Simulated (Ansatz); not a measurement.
MgMo, DFT, PBEsol, all-electron PAW with datasets made for the crystal, scalar-relativistic (Ansatz 0.2.0), run on 1 thread of AMD EPYC (Zen 3) on a shared host.

The cell was built from the L11 type and relaxed in the same program; it needn't be a known or the stable phase. The listed cell was then made from it by scaling, straining or moving an atom.

Command: `ansatz run input.yaml --threads 1 --pin off --max-ram 2048MiB --backend cpu --events-out ev --progress --plain --runs-dir out`

```yaml
crystal:
  lattice:
    - [1.4078522622, -0.8128238825, 4.8762299416]
    - [0.0, 1.6256477651, 4.8762299416]
    - [-1.4078522622, -0.8128238825, 4.8762299416]
  atoms:
    - { symbol: Mg, position: [0.0063065972, 0.0138119454, -0.0141983952] }
    - { symbol: Mo, position: [0.5, 0.5, 0.5] }
kpoints:
  mp_grid: { grid: [13, 13, 13] }
scf:
  occupations: { method: fermi_dirac, width: 0.03 }
hamiltonian:
  xc: pbesol
  pseudopotentials: { kind: all_electron, datasets: crystal }
output:
  forces: true
  stress: true
  eigenvalues: true
  efg: { contact_densities: true }
```

Task: How large is the problem that the program sets up?

Result: 1099 irreducible k-points, 343 plane waves at Γ, 8 bands.

Task: About how long does it take, and how much memory does it use?

Result: 4.8 min of wall time for 10 SCF iterations, with a peak of 1.8 GiB. Times on shared machines scatter by tens of per cent.

Task: And the same cell and mesh by frozen-core PAW, asked for forces, stress, eigenvalues, efg, write_density, write_potential, elf, on the same hardware?

Result: 2.7 min, peak memory 0.88 GiB.
